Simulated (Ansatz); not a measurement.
Geometry optimisation in Ansatz: input, command and trajectory.

```yaml
crystal:
  lattice:
    - [-3.89299642, 3.89299642, -3.89299642]
    - [3.89299642, 3.89299642, 3.89299642]
    - [3.89299642, -3.89299642, -3.89299642]
  atoms:
    - { symbol: Cu, position: [0.0001680607, 0.4976479901, 0.4957808697] }
    - { symbol: Cu, position: [0.2508730299, 0.7525146894, 0.9978911971] }
    - { symbol: Rh, position: [0.2493655373, 0.0013170073, 0.7487318794] }
    - { symbol: Rh, position: [0.0042231541, 0.253986925, 0.7563591909] }
    - { symbol: Rh, position: [0.7495829022, 0.4951465219, 0.7499293505] }
    - { symbol: Rh, position: [0.2477576605, 0.2514994706, 0.500254446] }
    - { symbol: Rh, position: [0.7494607424, 0.0044095043, 0.254308947] }
    - { symbol: Rh, position: [0.4974606791, 0.248465129, 0.2502081937] }
    - { symbol: Rh, position: [0.7520928546, 0.7501632303, 0.5037407777] }
    - { symbol: Rh, position: [0.9992822637, 0.0019906942, 0.001080963] }
    - { symbol: Rh, position: [0.2465049511, 0.5009062503, 0.2475978343] }
    - { symbol: Rh, position: [0.0005459086, 0.745883459, 0.2456480216] }
    - { symbol: Au, position: [0.5055120905, 0.0012209824, 0.4973875674] }
    - { symbol: Au, position: [0.5023694586, 0.7506281477, 0.7543239402] }
    - { symbol: Au, position: [0.7498581503, 0.2484887174, 0.0013919644] }
    - { symbol: Au, position: [0.4980219688, 0.4976831615, 0.0001718164] }
  symmetry: { detect: false }
basis:
  ecutwfc: 420
kpoints:
  mp_grid: { grid: [3, 3, 3], shift: [0.0, 0.0, 0.0] }
hamiltonian:
  xc: pbe
scf:
  occupations: { method: gaussian, width: 0.1 }
  lower_state_search: "off"
output:
  forces: true
  stress: true
  eigenvalues: true
relax:
  adjacent_minimum: "off"
  f_tol: 0.04
  max_steps: 50
  cell: { stress_tol: 0.3 }
```

```bash
ansatz run input.yaml --threads 4 --pin off --max-ram 9216MiB --backend cpu --events-out ev --progress --plain --runs-dir out
```

Level of theory: Ansatz, DFT PBE, scalar-relativistic, plane waves, PAW.

Of 7 frames 7 are shown, positions in Å and forces in eV/Å; the SCF threshold varies from step to step. Steps run on the plane waves of an earlier cell, with a Pulay correction in the pressure. The basis is chosen afresh for the last frame, the zero of the energies, and can be on the way; energy and pressure step there, also at an unchanged geometry.

```xyz
16
Lattice="-3.8930 3.8930 -3.8930 3.8930 3.8930 3.8930 3.8930 -3.8930 -3.8930" Properties=species:S:1:pos:R:3:forces:R:3 pbc="T T T" step=1 free_energy_over_end_meV_per_atom=29.08 pressure_GPa=0.87
Cu    3.8668    0.0079    0.0066    0.3770   -0.1570   -0.0640
Cu    5.8377    0.0214   -1.9319    0.1210   -0.2100    0.3330
Rh    1.9492   -1.9389   -3.8805    0.2260   -1.0550    0.7470
Rh    3.9168   -1.9393   -1.9722   -0.5920    0.2130    0.2400
Rh    1.9290    1.9263   -3.9100   -0.1330    1.2730    0.1410
Rh    1.9621   -0.0039   -1.9329   -0.7270   -0.4320    0.6640
Rh   -1.9105    1.9448   -3.8905   -0.0110    0.4230   -0.9360
Rh    0.0047    1.9298   -1.9434    0.4810   -0.2530    0.0900
Rh    1.9535    3.8872   -1.9686   -0.5480    0.3760   -0.7220
Rh   -3.8782    3.8937   -3.8867   -0.5430    0.4000   -1.0530
Rh    1.9543    1.9458    0.0265   -0.2820   -0.2620   -0.2950
Rh    3.8579    1.9495    1.9453    0.7160    0.4590    0.0690
Au   -0.0269    0.0364   -3.8995   -0.2200   -0.3270    0.8760
Au    3.9031    1.9413   -1.9701   -0.1690   -0.6290    0.5040
Au   -1.9464    3.8811   -1.9572    0.6250    0.1950   -0.5970
Au   -0.0006    3.8756   -0.0020    0.6790   -0.0160    0.0030
16
Lattice="-3.8897 3.8884 -3.8920 3.8848 3.8956 3.9040 3.9167 -3.9005 -3.9310" Properties=species:S:1:pos:R:3:forces:R:3 pbc="T T T" step=2 free_energy_over_end_meV_per_atom=6.52 pressure_GPa=-0.02
Cu    3.9080   -0.0056   -0.0219    0.0480   -0.0830   -0.0600
Cu    5.8639   -0.0048   -1.9514   -0.1140   -0.0690    0.0300
Rh    2.0133   -2.0486   -3.8384   -0.2920    0.6030   -0.4550
Rh    3.8763   -1.9414   -1.9609    0.2660   -0.1040    0.1430
Rh    1.9408    2.0470   -3.9201   -0.1190   -0.3170   -0.1750
Rh    1.8967   -0.0469   -1.8964    0.5300    0.2250   -0.1490
Rh   -1.9076    1.9835   -3.9868    0.0000   -0.0640    0.2570
Rh    0.0492    1.9121   -1.9576    0.0100    0.2780    0.0200
Rh    1.9122    3.9128   -2.0405    0.2410   -0.2580    0.3110
Rh   -3.9400    3.9281   -3.9788    0.1680   -0.2180    0.2700
Rh    1.9193    1.9077    0.0011   -0.0490    0.0230   -0.0880
Rh    3.9257    1.9938    1.9432   -0.2520   -0.3500    0.2790
Au   -0.0331   -0.0075   -3.8303    0.0640    0.1330   -0.8150
Au    3.9047    1.8802   -1.9315    0.1850    0.2730   -0.0030
Au   -1.8776    3.8997   -2.0066   -0.3340   -0.1580    0.3510
Au    0.0602    3.8794    0.0172   -0.3490    0.0870    0.0830
16
Lattice="-3.8843 3.9033 -3.9133 3.8802 3.8901 3.9043 3.8956 -3.8942 -3.9156" Properties=species:S:1:pos:R:3:forces:R:3 pbc="T T T" step=3 free_energy_over_end_meV_per_atom=0.27 pressure_GPa=-0.43
Cu    3.8967   -0.0077   -0.0126    0.0840   -0.0350   -0.0180
Cu    5.8361   -0.0050   -1.9383    0.0010   -0.0470    0.0510
Rh    1.9773   -2.0028   -3.8545    0.0150   -0.0100    0.0170
Rh    3.8747   -1.9399   -1.9508   -0.0090   -0.0240    0.0140
Rh    1.9216    2.0335   -3.9335   -0.0190    0.0230   -0.0330
Rh    1.9191   -0.0290   -1.9059    0.0030   -0.0430    0.0240
Rh   -1.9068    1.9909   -3.9798   -0.0190    0.0480   -0.0480
Rh    0.0464    1.9310   -1.9640    0.0140    0.0180    0.0400
Rh    1.9179    3.9142   -2.0328    0.0200    0.0150   -0.0460
Rh   -3.9218    3.9322   -3.9849   -0.0430    0.0000   -0.0080
Rh    1.9125    1.9100   -0.0018   -0.0190   -0.0220   -0.0220
Rh    3.8992    1.9743    1.9588    0.0220   -0.0010    0.0600
Au   -0.0372    0.0086   -3.8689    0.0090    0.0270   -0.0960
Au    3.8979    1.9058   -1.9378    0.0480    0.0390   -0.0140
Au   -1.8983    3.9020   -2.0060   -0.0410   -0.0150    0.0620
Au    0.0394    3.8868    0.0125   -0.0670    0.0270    0.0160
16
Lattice="-3.8733 3.9006 -3.9127 3.8707 3.8891 3.9039 3.8789 -3.8917 -3.9095" Properties=species:S:1:pos:R:3:forces:R:3 pbc="T T T" step=4 free_energy_over_end_meV_per_atom=0.11 pressure_GPa=0.57
Cu    3.9007   -0.0103   -0.0178   -0.0220   -0.0110    0.0140
Cu    5.8139   -0.0153   -1.9249   -0.0010    0.0010   -0.0020
Rh    1.9668   -1.9967   -3.8461   -0.0030   -0.0110   -0.0150
Rh    3.8593   -1.9425   -1.9481    0.0040    0.0100    0.0000
Rh    1.9099    2.0289   -3.9285    0.0070    0.0090    0.0030
Rh    1.9111   -0.0284   -1.9036    0.0030    0.0030   -0.0010
Rh   -1.9066    2.0009   -3.9826    0.0170   -0.0170    0.0130
Rh    0.0431    1.9300   -1.9564   -0.0060    0.0090   -0.0110
Rh    1.9097    3.9126   -2.0340    0.0050   -0.0020    0.0120
Rh   -3.9169    3.9298   -3.9828    0.0090   -0.0070   -0.0120
Rh    1.9057    1.9022   -0.0049    0.0150    0.0180    0.0090
Rh    3.8885    1.9764    1.9637   -0.0160   -0.0070   -0.0040
Au   -0.0482    0.0126   -3.8707    0.0150   -0.0050    0.0010
Au    3.8926    1.9085   -1.9336   -0.0170    0.0120   -0.0050
Au   -1.8909    3.8997   -2.0017   -0.0050    0.0080    0.0010
Au    0.0391    3.8890    0.0168   -0.0040   -0.0090   -0.0040
16
Lattice="-3.8773 3.9052 -3.9159 3.8735 3.8929 3.9074 3.8880 -3.8967 -3.9181" Properties=species:S:1:pos:R:3:forces:R:3 pbc="T T T" step=5 free_energy_over_end_meV_per_atom=0.07 pressure_GPa=-0.28
Cu    3.9027   -0.0133   -0.0170   -0.0050    0.0080    0.0020
Cu    5.8225   -0.0145   -1.9322    0.0090   -0.0010   -0.0100
Rh    1.9724   -2.0037   -3.8558   -0.0020    0.0030    0.0090
Rh    3.8661   -1.9433   -1.9534    0.0010   -0.0060   -0.0010
Rh    1.9165    2.0347   -3.9363   -0.0070   -0.0040    0.0000
Rh    1.9155   -0.0303   -1.9046    0.0040   -0.0030   -0.0040
Rh   -1.9042    1.9979   -3.9854   -0.0070    0.0060   -0.0060
Rh    0.0456    1.9338   -1.9618    0.0040   -0.0060    0.0090
Rh    1.9144    3.9176   -2.0358   -0.0010    0.0010   -0.0070
Rh   -3.9189    3.9347   -3.9896    0.0010    0.0050    0.0050
Rh    1.9099    1.9083   -0.0043   -0.0090   -0.0080   -0.0030
Rh    3.8922    1.9766    1.9642    0.0060    0.0020    0.0040
Au   -0.0394    0.0112   -3.8757   -0.0040    0.0060   -0.0020
Au    3.8958    1.9112   -1.9408    0.0050   -0.0050    0.0030
Au   -1.8960    3.9049   -2.0045    0.0000    0.0000    0.0000
Au    0.0349    3.8918    0.0162    0.0050    0.0010    0.0000
16
Lattice="-3.8764 3.9029 -3.9151 3.8734 3.8911 3.9063 3.8851 -3.8941 -3.9150" Properties=species:S:1:pos:R:3:forces:R:3 pbc="T T T" step=6 free_energy_over_end_meV_per_atom=0.04 pressure_GPa=0.01
Cu    3.9006   -0.0117   -0.0157    0.0000    0.0000    0.0000
Cu    5.8211   -0.0145   -1.9308    0.0020    0.0010   -0.0010
Rh    1.9702   -2.0015   -3.8525    0.0000   -0.0010   -0.0010
Rh    3.8644   -1.9422   -1.9516   -0.0010    0.0000    0.0000
Rh    1.9140    2.0332   -3.9336    0.0010    0.0000    0.0000
Rh    1.9146   -0.0299   -1.9047   -0.0010    0.0010    0.0010
Rh   -1.9052    1.9983   -3.9847    0.0000    0.0000    0.0010
Rh    0.0450    1.9321   -1.9596    0.0000    0.0000   -0.0010
Rh    1.9135    3.9154   -2.0351   -0.0010    0.0000    0.0010
Rh   -3.9182    3.9323   -3.9876    0.0000    0.0000   -0.0010
Rh    1.9089    1.9063   -0.0043    0.0010    0.0000    0.0000
Rh    3.8916    1.9764    1.9644    0.0000    0.0000    0.0000
Au   -0.0417    0.0120   -3.8744   -0.0010    0.0000    0.0010
Au    3.8950    1.9099   -1.9384    0.0000    0.0000    0.0000
Au   -1.8948    3.9026   -2.0034   -0.0010    0.0000    0.0000
Au    0.0364    3.8901    0.0159    0.0000    0.0000    0.0000
16
Lattice="-3.8764 3.9029 -3.9151 3.8734 3.8911 3.9063 3.8851 -3.8941 -3.9150" Properties=species:S:1:pos:R:3:forces:R:3 pbc="T T T" step=7 free_energy_over_end_meV_per_atom=0.00 pressure_GPa=0.00
Cu    3.9006   -0.0117   -0.0157    0.0000    0.0000   -0.0010
Cu    5.8211   -0.0145   -1.9308    0.0020    0.0010   -0.0010
Rh    1.9702   -2.0015   -3.8525    0.0000   -0.0010   -0.0010
Rh    3.8644   -1.9422   -1.9516   -0.0010    0.0000    0.0000
Rh    1.9140    2.0332   -3.9336    0.0010    0.0000    0.0000
Rh    1.9146   -0.0299   -1.9047   -0.0010    0.0010    0.0010
Rh   -1.9052    1.9983   -3.9847    0.0000    0.0000    0.0010
Rh    0.0450    1.9321   -1.9596    0.0000    0.0000   -0.0010
Rh    1.9135    3.9154   -2.0351   -0.0010    0.0000    0.0010
Rh   -3.9182    3.9323   -3.9876    0.0000    0.0000   -0.0010
Rh    1.9089    1.9063   -0.0043    0.0010    0.0000    0.0000
Rh    3.8916    1.9764    1.9644    0.0000    0.0000    0.0000
Au   -0.0417    0.0120   -3.8744   -0.0010    0.0000    0.0010
Au    3.8950    1.9099   -1.9384    0.0000    0.0000    0.0000
Au   -1.8948    3.9026   -2.0034   -0.0010    0.0000    0.0000
Au    0.0364    3.8901    0.0159    0.0000    0.0000    0.0000
```

The run took 4.7 min on 4 threads of Arm Neoverse N1, on a shared host, peak memory 1.3 GiB.

The k mesh is coarse. Spin–orbit coupling is left out, which can shift energies with elements as heavy as these.